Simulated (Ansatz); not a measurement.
A generator proposed this cell of In₅PtCl.

```
CELL_PARAMETERS angstrom
4.47684 0.00000 0.00000
0.00000 4.47684 0.00000
0.00000 0.00000 7.86291
ATOMIC_POSITIONS crystal
In 0.50000 0.00000 0.72620
In 0.00000 0.50000 0.72620
In 0.50000 0.00000 0.27380
In 0.00000 0.50000 0.27380
In 0.00000 0.00000 0.00000
Pt 0.50000 0.50000 0.00000
Cl 0.00000 0.00000 0.50000
```

Computed with DFT PBE, scalar-relativistic, plane waves, PAW (Ansatz). Cutoff 420 eV; k points 4×4×2 on the computed 7-atom cell (Γ-centred); Gaussian smearing, width 0.10 eV; no spin polarisation.

Energies over the elements count from the elements' standard structures at the same level (Cl₂ as a molecule), with no fitted energy shifts.

**Question.** Estimate its pressure, forces and energy as it stands.

**Answer.** The pressure is 8.4 GPa (the mean over three directions, positive in compression), the largest force is 1.08 eV/Å, and the energy is +0.10 eV/atom against the elements. The shortest distance is 2.86 Å.

**Question.** How much does it gain on relaxing, and where does it end?

**Answer.** Relaxing gains about 0.24 eV/atom (the start's value is from the coarse mesh, so the gain is rough) in 23 ionic steps and ends at −0.13 eV/atom on the finer mesh. The symmetry stays P4/mmm (No. 123). The volume per atom grows by 17.6 %, from 22.5 to 26.5 Å³. The shortest distance goes from 2.86 Å (In–Cl) to 3.03 Å (In–Pt and In–In). The ratio c/a of the conventional cell changes by a factor of 1.34. Conventional cell: a = 4.291 Å, c = 10.065 Å. In on a site of symmetry 2mm has 4 In at 3.03 Å, 2 In at 3.25 Å, 2 Pt at 3.25 Å and 2 Cl at 3.36 Å; Pt has 4 In at 3.03 Å and 8 In at 3.25 Å; Cl is surrounded by 8 In at 3.36 Å; 1 more site not described.

The last run used a 10×10×4 mesh (in the run's order of axes) for its 7-atom cell and Gaussian smearing of 0.10 eV. These runs have no spin–orbit coupling, which can matter for Pt. The relaxation can't lower the symmetry of the start. Symmetry constrained the relaxation, so the result can be a saddle point.
